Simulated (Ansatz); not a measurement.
**Rh (Fm-3m), two-dimensional strain map**

These are results of DFT r2SCAN, scalar-relativistic, plane waves, PAW in Ansatz 0.2.0, not measurements. Settings: plane waves to 500 eV, k-mesh 22×22×22 (Γ-centred), Gaussian smearing 0.15 eV. No spin polarisation. Energies are free energies at this smearing, counted from the undisturbed cell; pressure is positive in compression.

Zero of the scan (as given, not relaxed at this level; it stands at -0.6 GPa):

```
CELL_PARAMETERS angstrom
0.00000 1.90155 1.90155
1.90155 0.00000 1.90155
1.90155 1.90155 0.00000
ATOMIC_POSITIONS crystal
Rh 0.00000 0.00000 0.00000
```

The cell is strained by p along both x and y and by q along z, fractional coordinates fixed. Points are written (p, q).

Energy above the undisturbed cell in meV/atom (a dash: not computed):

```csv
p \ q,-0.030,-0.015,0.000,0.015,0.030
-0.030,105.2,72.8,51.4,40.1,37.9
-0.015,45.6,23.4,11.4,8.6,14.2
0.000,16.5,3.6,0.0,4.9,17.6
0.015,13.9,9.3,13.4,25.2,44.1
0.030,34.0,37.0,47.9,65.9,90.5
```

Pressure in GPa:

```
 p \ q  -0.030  -0.015  0.000  0.015  0.030
-0.030    31.6    25.2   19.4   14.2    9.5
-0.015    19.2    13.6    8.5    4.0   -0.1
 0.000     8.7     3.8   -0.6   -4.6   -8.1
 0.015    -0.1    -4.4   -8.3  -11.7  -14.8
 0.030    -7.5   -11.3  -14.6  -17.6  -20.2
```